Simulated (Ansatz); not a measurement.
LiBr (rock salt)

```
CELL_PARAMETERS angstrom
      0.00000     2.70567     2.70567
      2.70567     0.00000     2.70567
      2.70567     2.70567     0.00000
ATOMIC_POSITIONS crystal
  Br 0.00000 0.00000 0.00000
  Li 0.50000 0.50000 0.50000
```

The volume is varied about the relaxed value V₀ at fixed cell shape. Symmetry pins the atoms to their sites.

These are PBEsol (plane waves to 420 eV, PAW, scalar-relativistic; Ansatz, a program for electronic structure) values and carry that method's errors. k mesh 11×11×11 (Γ-centred), Fermi-Dirac smearing 0.05 eV. Energies are smeared free energies. LiBr was relaxed with its symmetry unable to fall. The zero of ΔE is the relaxed starting cell.

```json
[
 {"V (Å³/atom)": "18.619", "ΔE (meV/atom)": "7.1"},
 {"V (Å³/atom)": "18.817", "ΔE (meV/atom)": "4.8"},
 {"V (Å³/atom)": "19.015", "ΔE (meV/atom)": "3.0"},
 {"V (Å³/atom)": "19.213", "ΔE (meV/atom)": "1.7"},
 {"V (Å³/atom)": "19.411", "ΔE (meV/atom)": "0.7"},
 {"V (Å³/atom)": "19.609", "ΔE (meV/atom)": "0.2"},
 {"V (Å³/atom)": "19.807", "ΔE (meV/atom)": "0.0"},
 {"V (Å³/atom)": "20.005", "ΔE (meV/atom)": "0.2"},
 {"V (Å³/atom)": "20.203", "ΔE (meV/atom)": "0.7"},
 {"V (Å³/atom)": "20.401", "ΔE (meV/atom)": "1.5"},
 {"V (Å³/atom)": "20.599", "ΔE (meV/atom)": "2.7"},
 {"V (Å³/atom)": "20.798", "ΔE (meV/atom)": "4.1"},
 {"V (Å³/atom)": "20.996", "ΔE (meV/atom)": "5.8"}
]
```

Problem. What bulk modulus B₀ follows from a third-order Birch-Murnaghan fit?

Solution. 28.8 GPa.

Problem. What is the fitted pressure derivative B₀′?

Solution. 4.4.

(A scan under strain: stresses follow from slopes of the energy per volume, elastic moduli from its curvatures.)
